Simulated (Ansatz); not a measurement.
# How many states can DFT+U reach in NaFeO2-type RbGdSe2?

Level of theory: PBEsol+U, U_eff = 8.0 eV (Dudarev form) on Gd f, fully localised double counting, scalar-relativistic datasets, 420 eV, PAW set soft_2 (made for PBE), 5×5×5 mesh, Gaussian smearing of 0.05 eV; plane-wave PAW code Ansatz.

```xyz
4
Lattice="2.1407 1.2359 7.7714 -2.1407 1.2359 7.7714 0.0000 -2.4718 7.7714" Properties=species:S:1:pos:R:3 pbc="T T T"
Rb    0.0000    0.0000   11.6571
Gd    0.0000    0.0000    0.0000
Se    0.0000    0.0000    6.2179
Se    0.0000    0.0000   17.0963
```

The cell is an idealised prototype at the compound's measured volume; the real structure may be a distorted variant.

Cell and atoms stay fixed, and the cell was started in 7 ways, without spin–orbit coupling. The starts were built for 7 f electrons on Gd, a formal count that the converged states needn't keep. Starting moments of the plain starts: Gd2 7.00 μB (atoms counted from 1).

Energies count from the lowest free state found; constrained states (a lock kept on the moments, or spin off) can lie above or below free ones. A natural orbital (eigenvector of a shell's occupation matrix) is counted as filled above 0.75 (0.9 in a metal) and as partly filled from 0.35 up to that; ↑ and ↓ are the spin channels.

| state | reached from | ΔE (meV/atom) | gap (eV) | P (GPa) | cell spin moment (μB) | site spin moments (μB) | shell filling | Hubbard energy (eV/cell) | flags |
| --- | --- | --- | --- | --- | --- | --- | --- | --- | --- |
| 1 | from atoms, symmetry kept, no search; random orbitals: random mixtures, one electron fewer (draw 7); typed shells with each spin channel wholly full or empty (7+0 electrons), held for 12 iterations; 2 more | 0.0 | 1.68 | -0.9 | 7.00 | Gd 7.02 | Gd 7↑ 0↓, 7.02 e | 0.10 | – |
| 2 | random orbitals: pairs of harmonics, lower spin (6+1 electrons) (draw 8) | 776.4 | 1.22 | -1.0 | 5.00 | Gd 5.03 | Gd 6↑ 1↓, 7.04 e | 0.19 | occupations loosely converged |
| 3 | random orbitals: single harmonics, lower spin (6+1 electrons) (draw 4) | 979.1 | 0.30 | -0.9 | 5.00 | Gd 5.08; Se -0.05 | Gd 6↑ 1↓, 7.10 e | 0.40 | – |

The lowest free state (state 1) has a gap of 1.68 eV and a whole-number cell moment of 7 μB, as a collinear insulator must have. Its natural occupations are Gd2 spin up: 1.00 1.00 1.00 1.00 1.00 1.00 1.00; Gd2 spin down: 0.00 0.00 0.00 0.00 0.01 0.01 0.01.

State 2 lies 776.4 meV/atom higher, or 3.11 eV per cell. It has a gap of 1.22 eV and a whole-number cell moment of 5 μB, as a collinear insulator must have; natural occupations Gd2 spin up: 0.02 1.00 1.00 1.00 1.00 1.00 1.00; Gd2 spin down: 0.00 0.00 0.00 0.00 0.01 0.01 1.00. On Gd2, N↑ − N↓ is 5.00 in size in state 2 against 6.97 in state 1: with fewer parallel spins, state 2 lacks part of the exchange energy behind Hund's first rule. With J = 0 the Hubbard energy is (U/2) Σ λ(1 − λ), a penalty on fractional natural occupations. The sums Σ λ(1 − λ) over the cell's shells are 0.02 for state 1 and 0.05 for state 2, which at U/2 = 4.00 eV give 0.10 and 0.19 eV per cell. The two differ by 0.09 eV, within U times the program's tolerance on the occupations (0.02), so the Hubbard term itself makes little of the difference of 3.11 eV per cell, though U shapes both states.

With one Gd ion in the cell, Gd moments can't oppose each other.

In the lowest free state the fixed cell carries forces up to 0.10 eV/Å; relaxing would change energies and could change the order of close states.

A still lower state can't be excluded. Spin–orbit coupling is left out, although for these shells it is strong enough to reorder states. U wasn't fitted or computed for this material, so the results show what this U gives and needn't match the real solid. Gaps are Kohn–Sham gaps over the k-mesh alone and may be smaller between its points.
